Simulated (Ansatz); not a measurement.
# Profile along the C–Si line in SiC (zinc blende)

SiC (zinc blende)

Space group F-43m (No. 216); a = 4.3798 Å, b = 4.3798 Å, c = 4.3798 Å, α = 90.00°, β = 90.00°, γ = 90.00°

```json
[
 {"atom": "C", "site": "4c", "symmetry": "-43m", "x": "0.2500", "y": "0.2500", "z": "0.2500"},
 {"atom": "Si", "site": "4a", "symmetry": "-43m", "x": "0.0000", "y": "0.0000", "z": "0.0000"}
]
```
(The calculation used a cell of 2 atoms; values per cell refer to that cell.)

Fields along a shortest C–Si line of a {110} plane (1.90 Å), from C to Si, interpolated on the slice's grid (step about 0.1 Å). Computed with PBE (plane waves to 420 eV, PAW, scalar-relativistic; Ansatz, a first-principles code). k mesh 13×13×13. Near the nuclei the fields are pseudised (PAW); where an atom keeps semicore shells as valence, they peak there. SiC was relaxed with its symmetry unable to fall.

```csv
distance from C (Å),valence electron density (e/Å³),electron localisation function,density of the highest valence band (e/Å³),density of the lowest conduction band (e/Å³)
0.00,1.75,x,0.007,0.170
0.19,1.83,x,0.171,0.204
0.38,1.79,x,0.388,0.221
0.57,1.47,0.83,0.396,0.167
0.76,1.11,0.91,0.307,0.104
0.95,0.87,0.93,0.239,0.076
1.14,0.70,0.90,0.184,0.074
1.33,0.47,0.69,0.114,0.072
1.52,0.23,x,0.045,0.063
1.71,0.09,x,0.010,0.054
1.90,0.06,x,0.004,0.052
```

x: too close to a nucleus for the ELF to mean much. Band densities are of whole bands, smooth part only.

Density on the C–Si line (1.90 Å) at its midpoint: 0.87 e/Å³. ELF at that point: 0.9. ELF maximum in the middle third of the C–Si line: 0.93, 0.9 Å from C.
